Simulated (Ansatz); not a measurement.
W (bcc (W type), space group No. 229) at seven volumes, DFT-r²SCAN in the program Ansatz with PAW potentials, scaled uniformly. One row is withheld.

| V (Å³/atom) | P (GPa) |
|---|---|
| 14.480 | 37.00 |
| 14.957 | 22.69 |
| 15.434 | ? |
| 15.912 | 0.00 |
| 16.389 | -8.83 |
| 16.866 | -16.34 |
| 17.344 | -22.81 |

Task: Fit the shown pressures and predict the withheld one.

Result: P = (3/2)B₀(x^(7/2) − x^(5/2))[1 + (3/4)(B′ − 4)(x − 1)] with x = (V₀/V)^(2/3). Least squares on the six rows gives V₀ = 15.913 Å³/atom, B₀ = 319 GPa, B′ = 4.34. At V = 15.434, x = 1.0206 and P = 10.42 GPa. The run itself gave 10.42 GPa.

Space group Im-3m (bcc (W type)). The cell was relaxed with r²SCAN under the symmetry of its start. The run is not spin-polarised. Spin–orbit coupling is left out wherever it is not named.

Potentials: the earlier of the program's two PAW sets.
